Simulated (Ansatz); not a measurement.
# SrVO3

Computed with Ansatz (plane waves, PAW, 500 eV cutoff): r²SCAN, scalar-relativistic, collinear spin, Γ-centred 8×8×8 mesh, 0.05 eV Gaussian smearing; PAW files: Ansatz's generated set soft_2.

```
Sr V O
1.0
     3.84038    0.00000    0.00000
     0.00000    3.84038    0.00000
     0.00000    0.00000    3.84038
Sr V O
1 1 3
Direct
  0.50000 0.50000 0.50000
  0.00000 0.00000 0.00000
  0.50000 0.00000 0.00000
  0.00000 0.50000 0.00000
  0.00000 0.00000 0.50000
```

The chain of runs began from a cell as deposited in COD, expanded in volume.

Magnetic state: ferromagnetic, site spin moments V 0.82 μB.

The run above is the reference. The same cell was run again with other input settings; several of them aren't fit for production, so the rows show the settings' effect and aren't properties of the material.

```tsv
keys changed	outcome	ΔE (meV/atom)	P (GPa)	gap on the mesh (eV)	cell moment (μB)	largest force component (eV/Å)	SCF iterations	rough core-seconds	new warnings
none (reference)	converged	0.0	0.0	metal	1.00	0.000	–	–	–
kpoints.mp_grid.shift: [0.5, 0.5, 0.5]; hamiltonian.hubbard: {"sites": [{"species": "V", "l": "d", "u_eff": 1.0}], "double_counting": "fll"}; hamiltonian.dispersion: "d3bj"	converged	–	-1.1	metal	1.00	0.000	36	190	dispersion damping borrowed; filled band counts differ across k points; reached outside group
scf.eigensolver.kind: "davidson"; scf.occupations.method: "gaussian" → "tetrahedron_uncorrected"; scf.occupations.width: 0.05 → null	converged	8.0	0.2	metal	1.00	0.000	16	10	band table not solved further
scf.convergence.dr2_threshold: 1e-05; scf.algorithm: "density_mixing"; hamiltonian.pseudopotentials: {"kind": "nc", "accuracy": "standard"}	converged	–	-8.5	metal	0.96	0.000	13	6	cutoff below recommended; force scf threshold loose; pbe made norm conserving files; stress scf threshold loose
kpoints.mp_grid.shift: [0.5, 0.5, 0.5]; kpoints.mp_grid.grid: [8, 8, 8] → [6, 6, 6]; scf.occupations.method: "gaussian" → "methfessel_paxton"; scf.occupations.width: 0.05 → 0.01	converged	1.0	0.0	metal	1.00	0.000	14	4	–
hamiltonian.dispersion: "d4"; kpoints.mp_grid.grid: [8, 8, 8] → [4, 4, 4]	converged	–	-1.0	metal	1.00	0.000	16	5	–
scf.algorithm: "density_mixing"; scf.eigensolver.kind: "davidson"; basis.precision: "f64"; scf.n_extra_bands: 8	converged	0.0	0.0	metal	1.00	0.000	16	10	–
basis.ecutwfc: 500 → "500 eV"	converged	0.0	0.0	metal	1.00	0.000	15	7	–
```

These changes also left energy (to 0.1 meV/atom), pressure, gap, moment and forces as in the reference: scf.convergence.dr2_threshold: 1e-09; basis.ecutrho_ratio: 4 → 8.

ΔE is the energy with the smearing extrapolated to zero. It is left out where the change alters the Hamiltonian or the spin treatment. The varied runs start from atomic densities (corrected by the program's trained start where that serves), with the default search for lower states unless a row changes it, while the reference went on from a saved state, so a magnet may end in another state whatever the setting.

What happens with these changes: hamiltonian.dispersion: "d3bj"?

outcome converged, P (GPa) -1.9, gap on the mesh (eV) metal, cell moment (μB) 1.00, largest force component (eV/Å) 0.000, SCF iterations 15, rough core-seconds 7, new warnings dispersion damping borrowed.

Other pseudopotential files need their own cutoff; where it is too low, pressure and moments show the cutoff and not the files.

The pair part of a dispersion correction pulls inward (a three-body part mostly pushes out), and in metals and ionic crystals with large ions it often overbinds.

Of the reference: The run wasn't fully tested for a lower electronic state. Site moments are of spin, integrated over atomic spheres. Compounds of this kind are often insulators, Mott or charge-transfer ones with an open 3d shell, so the metal found may come from the functional, which lacks a U or exact exchange, or from the structure. Only parallel moments were tried, so the real magnetic order may be another.
